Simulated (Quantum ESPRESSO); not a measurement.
## Zn4Se2OS (input and log of a self-consistent run)

A calculation, not a measurement. The program is pw.x of Quantum ESPRESSO 7.5 (plane-wave density functional theory). The cell is made up: 8 atoms on a wurtzite lattice, with randomly drawn elements, strain and displacements, not relaxed. PseudoDojo standard norm-conserving files (v0.5 for PBE, v0.4.1 for LDA and PBEsol) set the functional; there is no spin polarisation, spin-orbit coupling or dispersion term, and the masses in the input are unused placeholders.

Input:

```
&control calculation='scf', pseudo_dir='./dojo.nc.sr.pbe.v0_5.standard.upf', outdir='./o', disk_io='medium', tprnfor=.true., tstress=.true. /
&system ibrav=0, nat=8, ntyp=4, nbnd=68, ecutwfc=85.99341389, nosym=.true., tot_charge=0,
 occupations='smearing', smearing='fd', degauss=0.0018374661
/
&electrons conv_thr=7.350e-09, electron_maxstep=60, /
ATOMIC_SPECIES
O 1.0 O.upf
S 1.0 S.upf
Se 1.0 Se.upf
Zn 1.0 Zn.upf
CELL_PARAMETERS angstrom
4.084 0.0 0.0
0.0 7.0736 0.0
0.0 0.0 6.6691
ATOMIC_POSITIONS angstrom
Zn 0.051 -0.0063 -0.0373
Zn 2.0001 3.465 0.0644
Zn 2.069 1.1613 3.3688
Zn 0.0125 4.8765 3.2644
Se -0.0607 -0.0019 2.6095
O 2.0699 3.6667 2.4998
S 1.9757 1.1402 5.8692
Se -0.0812 4.7934 5.6526
K_POINTS automatic
4 4 4 1 1 1
```

The log is shortened where brackets say so; the opening notice, blank lines, dates and the lines on written files are dropped, and the path of the files is cut. It prints rydbergs, bohrs and kilobars, and counts compression as positive stress.

```
     Program PWSCF v.7.5
     Parallel version (MPI & OpenMP), running on       1 processor cores
     Number of MPI processes:                 1
     Threads/MPI process:                     1
     [start-up lines left out]
     bravais-lattice index     =            0
     lattice parameter (alat)  =       7.7176  a.u.
     unit-cell volume          =    1300.1398 (a.u.)^3
     number of atoms/cell      =            8
     number of atomic types    =            4
     number of electrons       =       124.00
     number of Kohn-Sham states=           68
     kinetic-energy cutoff     =      85.9934  Ry
     charge density cutoff     =     343.9737  Ry
     scf convergence threshold =      7.3E-09
     mixing beta               =       0.7000
     number of iterations used =            8  plain     mixing
     Exchange-correlation= PBE
                           (   1   4   3   4   0   0   0)
     [axes and pseudopotential details left out]
   Cartesian axes
     site n.     atom                  positions (alat units)
         1        Zn     tau(   1) = (   0.0124878  -0.0015426  -0.0091332  )
         2        Zn     tau(   2) = (   0.4897405   0.8484329   0.0157689  )
         3        Zn     tau(   3) = (   0.5066112   0.2843536   0.8248776  )
         4        Zn     tau(   4) = (   0.0030607   1.1940500   0.7993144  )
         5        Se     tau(   5) = (  -0.0148629  -0.0004652   0.6389569  )
         6        O      tau(   6) = (   0.5068315   0.8978208   0.6120960  )
         7        S      tau(   7) = (   0.4837659   0.2791871   1.4371205  )
         8        Se     tau(   8) = (  -0.0198825   1.1737023   1.3840842  )
     number of k points=    32  Fermi-Dirac smearing, width (Ry)=  0.0018
                       cart. coord. in units 2pi/alat
        k(    1) = (   0.1250000   0.0721698   0.0765471), wk =   0.0625000
        k(    2) = (   0.1250000   0.0721698   0.2296412), wk =   0.0625000
     [further k points left out]
     Dense  grid:   140125 G-vectors     FFT dimensions: (  45,  80,  75)
     Estimated max dynamical RAM per process >     224.54 MB
     Initial potential from superposition of free atoms
     starting charge     123.9993, renormalised to     124.0000
     Starting wfcs are   66 randomized atomic wfcs +    2 random wfcs
     total cpu time spent up to now is       16.6 secs
     per-process dynamical memory:   111.1 Mb
     Self-consistent Calculation
     iteration #  1     ecut=    85.99 Ry     beta= 0.70
     Davidson diagonalization with overlap
     ethr =  1.00E-02,  avg # of iterations =  4.0
     total cpu time spent up to now is       59.4 secs
     total energy              =   -2211.80345425 Ry
     estimated scf accuracy    <       1.25938892 Ry
     iteration #  2     ecut=    85.99 Ry     beta= 0.70
     Davidson diagonalization with overlap
     ethr =  1.02E-03,  avg # of iterations =  7.7
     total cpu time spent up to now is      114.8 secs
     total energy              =   -2210.71706257 Ry
     estimated scf accuracy    <      12.78495266 Ry
     iteration #  3     ecut=    85.99 Ry     beta= 0.70
     Davidson diagonalization with overlap
     ethr =  1.02E-03,  avg # of iterations =  6.2
     total cpu time spent up to now is      192.4 secs
     total energy              =   -2212.47862089 Ry
     estimated scf accuracy    <       0.54554224 Ry
     iteration #  4     ecut=    85.99 Ry     beta= 0.70
     Davidson diagonalization with overlap
     ethr =  4.40E-04,  avg # of iterations =  2.0
     total cpu time spent up to now is      259.0 secs
     total energy              =   -2212.51238626 Ry
     estimated scf accuracy    <       0.10154646 Ry
     iteration #  5     ecut=    85.99 Ry     beta= 0.70
     Davidson diagonalization with overlap
     ethr =  8.19E-05,  avg # of iterations =  3.2
     total cpu time spent up to now is      323.6 secs
     total energy              =   -2212.50334588 Ry
     estimated scf accuracy    <       0.03863396 Ry
     [iterations 6 to 7 left out]
     iteration #  8     ecut=    85.99 Ry     beta= 0.70
     Davidson diagonalization with overlap
     ethr =  2.37E-07,  avg # of iterations =  2.0
     total cpu time spent up to now is      606.0 secs
     total energy              =   -2212.50829146 Ry
     estimated scf accuracy    <       0.00003897 Ry
     iteration #  9     ecut=    85.99 Ry     beta= 0.70
     Davidson diagonalization with overlap
     ethr =  3.14E-08,  avg # of iterations =  2.2
     total cpu time spent up to now is      693.9 secs
     total energy              =   -2212.50829703 Ry
     estimated scf accuracy    <       0.00000171 Ry
     iteration # 10     ecut=    85.99 Ry     beta= 0.70
     Davidson diagonalization with overlap
     ethr =  1.38E-09,  avg # of iterations =  3.1
     total cpu time spent up to now is      781.6 secs
     total energy              =   -2212.50829743 Ry
     estimated scf accuracy    <       0.00000029 Ry
     iteration # 11     ecut=    85.99 Ry     beta= 0.70
     Davidson diagonalization with overlap
     ethr =  2.35E-10,  avg # of iterations =  3.0
     total cpu time spent up to now is      873.3 secs
     total energy              =   -2212.50829747 Ry
     estimated scf accuracy    <       0.00000021 Ry
     iteration # 12     ecut=    85.99 Ry     beta= 0.70
     Davidson diagonalization with overlap
     ethr =  1.66E-10,  avg # of iterations =  2.0
     total cpu time spent up to now is      948.8 secs
     End of self-consistent calculation
     [lines on levels left out]
!    total energy              =   -2212.50829751 Ry
     estimated scf accuracy    <          2.9E-09 Ry
     smearing contrib. (-TS)   =      -0.00000000 Ry
     internal energy E=F+TS    =   -2212.50829751 Ry
     The total energy is F=E-TS. E is the sum of the following terms:
     one-electron contribution =   -1830.90275710 Ry
     hartree contribution      =     927.82679296 Ry
     xc contribution           =    -290.73965614 Ry
     ewald contribution        =   -1018.69267722 Ry
     convergence has been achieved in  12 iterations
     Forces acting on atoms (cartesian axes, Ry/au):
     atom    1 type  4   force =    -0.01333264    0.00782223   -0.00018455
     atom    2 type  4   force =    -0.00112086    0.00935896    0.03177386
     atom    3 type  4   force =    -0.01983039    0.04253044    0.01129142
     atom    4 type  4   force =    -0.00077651   -0.09453946   -0.02792170
     atom    5 type  3   force =     0.02059781    0.05058573   -0.05003895
     atom    6 type  1   force =    -0.00385253   -0.00368999   -0.01942157
     atom    7 type  2   force =     0.01364262    0.01773574    0.00197127
     atom    8 type  3   force =     0.00467250   -0.02980365    0.05253022
     Total force =     0.153140     Total SCF correction =     0.000343
     Computing stress (Cartesian axis) and pressure
          total   stress  (Ry/bohr**3)                   (kbar)     P=      -67.14
  -0.00050592  -0.00000894  -0.00002951          -74.42       -1.31       -4.34
  -0.00000894  -0.00037159  -0.00007119           -1.31      -54.66      -10.47
  -0.00002951  -0.00007119  -0.00049175           -4.34      -10.47      -72.34
     init_run     :     15.00s CPU     16.48s WALL (       1 calls)
     electrons    :    880.53s CPU    932.23s WALL (       1 calls)
     forces       :     13.68s CPU     13.90s WALL (       1 calls)
     stress       :     45.78s CPU     47.10s WALL (       1 calls)
     [timing details left out]
     PWSCF        :  15m55.43s CPU  16m50.66s WALL
     JOB DONE.
```

In other units: free energy -30102.709 eV for the cell, pressure -6.71 GPa, largest force component 2.431 eV/Å. A rerun of this cell at 1467 eV and a 6 x 6 x 6 mesh moved values by no more than 0.022 eV in energy, 0.16 GPa in stress and 0.005 eV/Å in force.